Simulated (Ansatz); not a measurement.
**HCl, a known structure type with other elements, at an estimated volume**

```
H Cl
1.0
     1.75856    3.04590    0.00000
    -1.75856    3.04590    0.00000
     0.00000    0.00000    5.64483
H Cl
2 2
Cartesian
  0.0002 4.0611 2.1507
  0.0002 2.0307 4.9731
  0.0002 4.0611 0.0000
  0.0002 2.0307 2.8224
```

The numbers come from plane-wave PAW DFT (Ansatz): r2SCAN, no spin polarisation, 500 eV, 8×8×5 Γ-centred k points, fermi-dirac occupations (width 0.1 eV). Nothing was relaxed.

Is the cell too large or too small?

The pressure is -9.4 GPa (compression positive), so with the atoms held at these fractions the cell would first shrink. The principal stresses -10.2, -10.2, -7.8 GPa differ, so its shape would change too.

Give the Bader charges.

Bader charges in e: H +0.42, Cl -0.42. In the mean H gives up most and Cl takes most.

What do density and ELF say about some of the short contacts?

H–Cl at 2.14 Å: least valence density 0.24 e/Å³ and ELF 0.46 there. These are pseudo-fields; inside the PAW spheres they differ from the all-electron ones.

Are the atoms at rest?

Nearly at rest: the largest force is 0.045 eV/Å.

Metal or insulator? Give the gap.

The gap is 1.84 eV, direct at the points sampled. A semilocal functional usually gives too small a gap.

What is the formation energy?

0.30 eV an atom against the elements' usual phases (free molecules for gases, crystals otherwise, with no correction for O₂ or N₂), so at this geometry it isn't bound against them. Relaxing would lower it.

Which orbitals make up the band edges?

Within 0.7 eV of the edges, the states project mainly on Cl p (100 %) below the gap and on H s (69 %), Cl p (15 %) and Cl s (13 %) above it.

Origin: a known structure type with other elements, at an estimated volume, so it need not be a known compound.
